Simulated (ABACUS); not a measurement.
Band structure of Mg4Te3Se (P-4m2, 8 atoms in the cell; from Materials Project mp-1222094, lattice scaled a little).

```
CELL_PARAMETERS angstrom
      4.57085     0.00000     0.00000
      0.00000     4.57085     0.00000
      0.00000     0.00000    12.87310
ATOMIC_POSITIONS crystal
  Mg 0.50000 0.00000 0.60787
  Mg 0.00000 0.50000 0.39213
  Mg 0.50000 0.00000 0.13068
  Mg 0.00000 0.50000 0.86932
  Te 0.50000 0.50000 0.26162
  Te 0.50000 0.50000 0.73838
  Te 0.00000 0.00000 0.00000
  Se 0.00000 0.00000 0.50000
```

Computed with PBEsol, PseudoDojo 0.4 standard norm-conserving PBEsol (tails mended) pseudopotentials (plane waves; ABACUS).

Settings: KPT = MP 3 3 1 0 0 0; basis_type = pw; dft_functional = PBESOL; ecutwfc = 86 Ry; smearing_method = fixed; potentials = PseudoDojo 0.4 standard norm-conserving PBEsol (tails mended); symmetry = 1; symmetry_prec = 1e-05; nbands = 64; ks_solver = dav_subspace; scf_nmax = 100; scf_thr = 1.0e-09 Ry; mixing_type = pulay; mixing_beta = 0.7.

Spin-orbit coupling is left out, which matters for bands and gaps with elements this heavy. The structure comes from a collection of computed structures, made at another level of theory; the collection holds predicted forms beside known ones. Its lattice was then scaled.

Task: Predict the gap along the standard path and the places of the band edges.

Result: The gap along the path is 1.87 eV, direct at Γ to within 0.01 eV.

Points are given in units of this cell's reciprocal vectors. Levels in eV from the top of the valence band on the path, bands 49 to 56:
| point | 49 | 50 | 51 | 52 | 53 | 54 | 55 | 56 |
|---|---|---|---|---|---|---|---|---|
| Γ (0 0 0) | -0.50 | -0.11 | 0.00 | 0.00 | 1.87 | 2.89 | 3.59 | 3.75 |
| X (0 0.5 0) | -0.48 | -0.28 | -0.27 | -0.24 | 2.85 | 3.27 | 4.17 | 4.40 |
| M (0.5 0.5 0) | -1.20 | -1.17 | -1.17 | -1.11 | 2.69 | 2.91 | 3.61 | 3.61 |
| Z (0 0 0.5) | -0.30 | -0.30 | -0.11 | -0.11 | 2.61 | 3.05 | 3.25 | 3.32 |
| R (0 0.5 0.5) | -0.91 | -0.28 | -0.26 | -0.25 | 3.30 | 3.67 | 3.67 | 3.97 |
| A (0.5 0.5 0.5) | -1.42 | -1.33 | -1.25 | -1.22 | 3.34 | 3.39 | 3.45 | 3.56 |

“Tails mended”: in these copies of the files the far tail of each local potential was reset to the Coulomb form.
